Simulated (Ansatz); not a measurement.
SnTeO₃:
```
SnTeO3
1.0
    2.66617     1.53931     9.30906
   -2.66617     1.53931     9.30906
    0.00000    -3.07863     9.30906
Sn Te O
2 2 6
Direct
  0.71742   0.71742   0.71742
  0.21742   0.21742   0.21742
  0.95685   0.95685   0.95685
  0.45685   0.45685   0.45685
  0.60298   0.95881   0.21366
  0.95881   0.21366   0.60298
  0.21366   0.60298   0.95881
  0.71366   0.45881   0.10298
  0.45881   0.10298   0.71366
  0.10298   0.71366   0.45881
```

Relaxed with r²SCAN.

Q: Map the electron localisation function on the plane through (0.717, 0.717, 0.717) spanned by u = [1, 0, 0] and v = [-1, 1, 1] in lattice vectors, from plane-wave PAW r²SCAN (Ansatz code).

A: x is the fraction of u, y of v (the angle between them is 52°; rows are the nearest grid lines); atoms in the plane: Sn at (0.00, 0.00), Sn at (0.00, 0.50), Te at (0.48, 0.24), Te at (0.48, 0.74).
```
|0001111111100000000035666431000389752000|
|0000112566542100000000122210000017986420|
|3211212678764212332000000000000002798653|
|8654322578887533578951000000000000004898|
|3677521146777643345699950000000000000003|
|0001110001344432100057999400000012332100|
|0000000000112222200015899710000023454310|
|3100000000000001222002578961000001345543|
|2110000000000000012222346752001221111232|
|1100000000000000001344322221003664332211|
|2110000000000000001356542110003775432112|
|0012100000000000000156665420001687531000|
|0001212344310000000002344421000059864200|
|3211212678764212332000000000000002798653|
|5433212688876323567500000000000000169975|
|8876421368887643457898300000000000000268|
|0135421124566642212389995000000001110000|
|0000000000112222200015899710000023454310|
|2000000000000112220003689940000013455532|
|3210000000000000122212467862000000124443|
|1100000000000000012333233441003543211111|
|2110000000000000001356542110003775432112|
|0121000000000000001256664210002786431000|
|0001111111100000000035666431000389752000|
```
Scale: ten equal steps from 0.000 (start of '0') to 0.923 (end of '9'), in the order '0123456789'; x runs from 0.000 to 1.00, y from 0.000 (bottom) to 1.00 (top).

The density is the valence pseudo-density with augmentation charge, so density and ELF within about 1 Å of a nucleus are not all-electron values.

Space group R3c. The start of the workflow was typed in or built on a structure type; neither database checked (COD, Materials Project) lists it. Whether it is the stable phase at ambient conditions was not checked. Symmetry was held in the r²SCAN relaxation; whether a distortion lowers the energy is not shown. The volume moved by 82 % from the start of the relaxation. Spin–orbit coupling is left out wherever it is not named.

Potentials: the earlier of the program's two PAW sets.
